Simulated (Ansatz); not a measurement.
**Structure relaxation, MgSe**

The start is a relaxed MgSe cell shaken by Gaussian noise of σ = 0.08 Å a coordinate. The cell and all atomic positions are relaxed at zero pressure with r2SCAN (plane waves to 500 eV, PAW, scalar-relativistic; Ansatz, a program for electronic structure). The first steps use a 9×9×3 k-mesh.

Initial structure:
```
MgSe
1.0
    4.21301     0.00000     0.00000
   -2.10650     3.64857     0.00000
    0.00000     0.00000    13.68489
Mg Se
4 4
Direct
  0.99530   0.98594   0.99988
  0.00339   0.00662   0.50173
  0.67009   0.30474   0.74512
  0.36044   0.65544   0.25364
  0.00234   0.98647   0.80712
  0.00424   0.00242   0.32000
  0.64893   0.31836   0.55402
  0.31371   0.67942   0.06219
```

Task: What pressure does the first self-consistent step give?

Result: +0.3 GPa (positive: the cell is compressed).

Task: By how much does the energy per atom fall from start to end?

Result: 28 meV/atom.

Task: Does it find its way back to the structure it was made from?

Result: The parent structure is recovered, P6₃mc (No. 186).

Task: How do the shortest distances between atoms change?

Result: The closest pairs of elements (up to four, under 3.6 Å), start → end: Mg–Se 2.43 → 2.57 Å.

Task: Is the relaxed structure metallic? Give its gap.

Result: 3.34 eV, direct at Γ (no spin-orbit coupling).

Final structure:

```cif
data_Mg4Se4
_chemical_formula_sum 'Mg4 Se4'
_space_group_name_H-M_alt 'P63mc'
_space_group_IT_number 186
_space_group_name_Hall 'P 6c -2c'
_cell_length_a 4.21312
_cell_length_b 4.21312
_cell_length_c 13.68318
_cell_angle_alpha 90.000
_cell_angle_beta 90.000
_cell_angle_gamma 120.000
loop_
_atom_site_label
_atom_site_type_symbol
_atom_site_symmetry_multiplicity
_atom_site_Wyckoff_symbol
_atom_site_fract_x
_atom_site_fract_y
_atom_site_fract_z
_atom_site_occupancy
Mg1 Mg 2 a 0.00000 0.00000 0.00001 1
Mg2 Mg 2 b 0.33333 0.66667 0.24929 1
Se1 Se 2 a 0.00000 0.00000 0.31145 1
Se2 Se 2 b 0.33333 0.66667 0.06109 1
```

No spin polarisation in the result.

The first start was generated by placing the elements on the sites of a structure type. Materials Project lists a structure of MgSe in the same space group, P6₃mc (No. 186); the sites were not compared with it, nor with measured phases. Known forms of MgSe include space group No. 225.
